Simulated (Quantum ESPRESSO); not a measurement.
Kohn-Sham bands of ZrO2 (fluorite)

```
ZrO2
1.0
    0.00000     2.54508     2.54508
    2.54508     0.00000     2.54508
    2.54508     2.54508     0.00000
Zr O
1 2
Direct
  0.00000   0.00000   0.00000
  0.25000   0.25000   0.25000
  0.75000   0.75000   0.75000
```

Materials Project entry mp-1565; symmetrised, unrelaxed at this level. COD (Crystallography Open Database) records the formula in this space group. Ideal cubic forms of this type are often high-temperature phases that distort on cooling; symmetry holds the cell here, and its stability was not tested. Method: PBEsol plane waves in Quantum ESPRESSO 7.5 (PseudoDojo norm-conserving files, 68 Ry, no spin polarisation, no spin-orbit coupling), Bloch states on a 10×10×10 mesh through Γ, Wannier90 4.0.1. Density: 10×10×10 mesh, cold smearing 0.01 Ry.

Energies are relative to the valence-band maximum; weights are on the orthonormalised atomic waves of the pseudopotential files, averaged over the group. 24 electrons a cell are treated as valence.

```
bands  from (eV)  to (eV)  filling  weight on atomic waves
-----  ---------  -------  -------  ----------------------
1         -47.96   -47.89   filled                     ___
2–4       -26.56   -25.82   filled                     ___
5–6       -18.09   -15.47   filled                     ___
7–12       -6.00     0.00   filled                     ___
13–14       3.30     4.71    empty                     ___
```

Which atomic shells make up each group?


- 1, weight on atomic waves: Zr 4s 96 %
- 2–4, weight on atomic waves: Zr 4p 95 %
- 5–6, weight on atomic waves: O 2s 80 %, Zr 4d 10 %, Zr 5s 5 %
- 7–12, weight on atomic waves: O 2p 81 %, Zr 4d 14 %
- 13–14, weight on atomic waves: Zr 4d 87 %, O 2p 11 %

The Kohn-Sham gap over both meshes and the path is 3.30 eV.
